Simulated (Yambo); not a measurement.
G0W0@LDA for LiBH₄ (space group Ama2, No. 40) in Yambo. Reference settings: 2×4×4 Γ-centred k mesh, bands 3 to 177 and a 8 Ry block in the screening, 177 bands in G with the Bruneval-Gonze terminator, plasmon pole fitted at 27.2 eV. The LDA gap (0, 0, 0.25) → (0, -0.5, -0.5) on this mesh is 4.97 eV; G0W0 gaps are taken between the same points.

Gap ((0, 0, 0.25) → (0, -0.5, -0.5)) in eV against the number of bands and the screening block, terminator on:

```csv
bands (W and G),2 Ry,3 Ry,5 Ry,6 Ry,8 Ry
35,7.529,7.598,7.746,7.785,7.816
60,7.407,7.490,7.696,7.753,7.801
93,7.377,7.460,7.697,7.767,7.829
135,7.372,7.453,7.703,7.783,7.857
177,7.372,7.452,7.708,7.793,7.875
```

Rough cost of the Yambo step against the reference (shared machines):

```
bands (W and G)  2 Ry  3 Ry  5 Ry  6 Ry  8 Ry
---------------  ----  ----  ----  ----  ----
35                1/8   1/6   1/8   1/6   1/4
60                1/5   1/5   1/4   1/3    ~1
93                1/3   1/3   1/2    ~1    ~1
135                ~1   1/2    ~1    ~1    ~1
177                ~1    ~1    ~1    ~1     1
```

At the largest block the last step in bands moves the gap by 0.018 eV; at the most bands the last step in the block moves it by 0.082 eV.

Geometry of the Materials Project entry, not relaxed at this level; primitive cell a = 6.395 Å, b = c = 3.964 Å, α = 90.54°, β = γ = 90.00°.

The structure is a Materials Project entry; no match was found in the copy of COD used, and its stability was not checked.
